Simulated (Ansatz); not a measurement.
Sb (fcc (Cu type), space group No. 225) at seven volumes, r²SCAN (plane waves, PAW; program Ansatz), scaled uniformly. One row is withheld.

| V (Å³/atom) | P (GPa) |
|---|---|
| 24.754 | 6.97 |
| 25.570 | 4.23 |
| 26.386 | 1.98 |
| 27.202 | 0.00 |
| 28.019 | -1.73 |
| 28.835 | ? |
| 29.651 | -4.43 |

Question: Fit the shown pressures and predict the withheld one.

Answer: P = (3/2)B₀(x^(7/2) − x^(5/2))[1 + (3/4)(B′ − 4)(x − 1)] with x = (V₀/V)^(2/3). Least squares on the six rows gives V₀ = 27.195 Å³/atom, B₀ = 61.1 GPa, B′ = 4.07. At V = 28.835, x = 0.9617 and P = -3.18 GPa. The run itself gave -3.20 GPa.

Space group Fm-3m (fcc (Cu type)). The workflow started from an entry of the Crystallography Open Database (COD), which files this formula under 5 space groups. It is not the phase usual at ambient conditions (space group No. 166). Symmetry was held in the r²SCAN relaxation. At this level the phase is mechanically unstable. Scalar-relativistic: spin–orbit coupling is off unless named, which matters more the heavier the elements.

Potentials: the later of the program's two PAW sets.
